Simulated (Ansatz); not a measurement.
The cell below belongs to a search over invented structures; it isn't taken from experiment.

Input and command of a plane-wave DFT calculation in Ansatz:

```yaml
crystal:
  lattice:
    - [4.0617717093, 0.0, 0.0]
    - [-2.0308858546, 3.5175974846, 0.0]
    - [0.0, 0.0, 15.8722042559]
  atoms:
    - { symbol: Sc, position: [0.3333333333, 0.6666666667, 0.2637722043] }
    - { symbol: Sc, position: [0.3333333333, 0.6666666667, 0.7362277957] }
    - { symbol: In, position: [0.6666666667, 0.3333333333, 0.5] }
    - { symbol: In, position: [0.0, 0.0, 0.0] }
    - { symbol: Te, position: [0.6666666667, 0.3333333333, 0.1521696294] }
    - { symbol: Te, position: [0.6666666667, 0.3333333333, 0.8478303706] }
    - { symbol: Se, position: [0.0, 0.0, 0.354828691] }
    - { symbol: Se, position: [0.0, 0.0, 0.645171309] }
basis:
  ecutwfc: 500
kpoints:
  mp_grid: { grid: [12, 12, 2] }
  band_path:
    path:
      - [[0.0, 0.0, 0.0], [0.5, 0.0, 0.0], [0.33333333, 0.33333333, 0.0], [0.0, 0.0, 0.0], [0.0, 0.0, 0.5], [0.5, 0.0, 0.5], [0.33333333, 0.33333333, 0.5], [0.0, 0.0, 0.5]]
      - [[0.5, 0.0, 0.5], [0.5, 0.0, 0.0]]
      - [[0.33333333, 0.33333333, 0.5], [0.33333333, 0.33333333, 0.0]]
    npoints: 14
hamiltonian:
  xc: r2scan
scf:
  occupations: { method: gaussian, width: 0.1 }
  n_extra_bands: 20
output:
  forces: true
  stress: true
  eigenvalues: true
  populations: true
  dos: { projected: true, de: 0.02, nscf_kmesh: { grid: [15, 15, 3] } }
  bader: true
  write_density: true
  write_potential: true
  elf: true
  volumetric_format: npy
```

```bash
ansatz run input.yaml --threads 1 --pin off --max-ram 2560MiB --backend cpu --events-out ev --progress --plain --runs-dir out
```

Processor: Intel(R) Xeon(R) Processor @ 2.70GHz, 1 thread, on a host shared with other jobs.

Problem. Estimate time, memory and problem size.

Solution. About 7.5 min, peak memory 2 GiB. It solves 76 bands at 38 k points (after reduction by symmetry) with about 5811 plane waves, in 8 SCF iterations.
